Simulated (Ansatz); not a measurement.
# MgMn2Co2O8 — coordination and ¹⁷O quadrupole coupling

Cell: a Materials Project structure (computed, not necessarily an observed phase), atoms as given.

Space group Imm2 (No. 44); a = 5.7892, b = 5.8366, c = 8.1718 Å.

| site | Wyckoff | site symmetry | x | y | z |
| --- | --- | --- | --- | --- | --- |
| Mg | 2a | mm2 | 0.0000 | 0.0000 | 0.9105 |
| Mn | 4d | m.. | 0.0000 | 0.2459 | 0.5361 |
| Co | 4c | .m. | 0.2535 | 0.5000 | 0.7907 |
| O6 | 4d | m.. | 0.5000 | 0.7794 | 0.2754 |
| O8 | 4c | .m. | 0.2758 | 0.0000 | 0.0507 |
| O10 | 4c | .m. | 0.2789 | 0.5000 | 0.0253 |
| O12 | 4d | m.. | 0.5000 | 0.2835 | 0.8042 |

One atom of each set is listed; the run and its k-mesh use a cell of 13 atoms with edges of 5.80, 5.80, 5.80 Å.

The numbers come from a DFT calculation in Ansatz (PBE, plane waves and PAW, scalar-relativistic, collinear spin, 420 eV cutoff, Γ-centred 5×5×5 k-points, Fermi–Dirac smearing 0.02 eV). Start moments as typed (μB): 3 on each Mn, 4 on each Co, none on the rest. The program fits them to the shells of the files, so those used differ somewhat.

Q(¹⁷O) = -25.58 mb.

Problem. Order the O environments from the weakest to the strongest quadrupole coupling.
A. O12: 1 Mn at 1.90 Å, 2 Co at 1.91 Å
B. O8: 1 Mg at 1.97 Å, 1 Co at 1.97 Å, 2 Mn at 1.97 Å
C. O10: 1 Co at 1.92 Å, 2 Mn at 1.93 Å
D. O6: 2 Co at 1.96 Å, 1 Mn at 1.97 Å, 1 Mg at 1.97 Å

Solution. B (1.53 MHz, η = 0.30), D (1.78 MHz, η = 0.29), C (2.03 MHz, η = 0.27), A (2.49 MHz, η = 0.23).

At O10 and O12 V_zz stands upright on the plane through its three neighbours (within 9°) in each case. At O8 V_zz points along its one bond to Mg (within 7°). Like point charges on the first shell alone (each adding as 1/d³) would give another order (O10 < O12 < O6 < O8): the kind of neighbour, the covalent part of each bond and the atoms beyond the first shell count as well.

At this cell the principal stresses reach 5 GPa in size with PBE, which can matter for small gradients. The largest force is 0.5 eV/Å, so the atoms aren't at the calculated equilibrium and relaxing them would move these values. All moments are parallel here, as the start or the cell imposes; many such compounds order antiparallel, where fields and spin densities carried over to other atoms largely cancel. The magnetic order is the one that the run reached from its start moments, not necessarily the measured one.
